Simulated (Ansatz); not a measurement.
Relaxed-ion elastic tensor of Mg (hcp (Mg type), P6_3/mmc) in GPa (Voigt order), plane-wave PAW r²SCAN (Ansatz code); density 1.79 g/cm³, 22.58 Å³ per atom.

```json
[
 {"": "1", "1": "68.9", "2": "27.6", "3": "21.1", "4": "0.0", "5": "0.0", "6": "0.0"},
 {"": "2", "1": "27.6", "2": "68.9", "3": "21.1", "4": "0.0", "5": "0.0", "6": "0.0"},
 {"": "3", "1": "21.1", "2": "21.1", "3": "80.8", "4": "0.0", "5": "0.0", "6": "0.0"},
 {"": "4", "1": "0.0", "2": "0.0", "3": "0.0", "4": "22.7", "5": "0.0", "6": "0.0"},
 {"": "5", "1": "0.0", "2": "0.0", "3": "0.0", "4": "0.0", "5": "22.7", "6": "0.0"},
 {"": "6", "1": "0.0", "2": "0.0", "3": "0.0", "4": "0.0", "5": "0.0", "6": "20.7"}
]
```

### Question
Is the crystal mechanically stable?

### Answer
Yes: the smallest eigenvalue of C is 20.7 GPa.

### Question
Work out the Voigt, Reuss and Hill averages.

### Answer
K_V = 39.8, K_R = 39.8, K_H = 39.8; G_V = 23.1, G_R = 22.8, G_H = 23.0 GPa.

### Question
Give Young's modulus, Poisson's ratio, Pugh's ratio and the universal anisotropy index.

### Answer
E = 9KG/(3K + G) = 57.8 GPa; ν = 0.26; K/G = 1.73 (near the Pugh limit of 1.75, no verdict); A_U = 5G_V/G_R + K_V/K_R − 6 = 0.08.

### Question
Estimate the sound speeds and the Debye temperature.

### Answer
v_l = √((K + 4G/3)/ρ) = 6280 m/s, v_t = √(G/ρ) = 3580 m/s, mean 3980 m/s; Θ = (h/k)(3n/4πV)^(1/3) v_m = 420 K.

### Question
How much does each axis shrink under pressure?

### Answer
Linear compressibilities β_i = Σ_j S_ij (j = 1 to 3): x 8.6, y 8.6, z 7.9 per TPa.

Symmetry was held in the r²SCAN relaxation; of distortions, only those at the zone centre were tested. As this level gives no gap, shear constants depend on the k-mesh and smearing (Fermi–Dirac, 0.1 eV here). On the denser mesh and wider smearing of the elastic run this cell carries a stress of 0.6 GPa.

Potentials: the earlier of the program's two PAW sets.
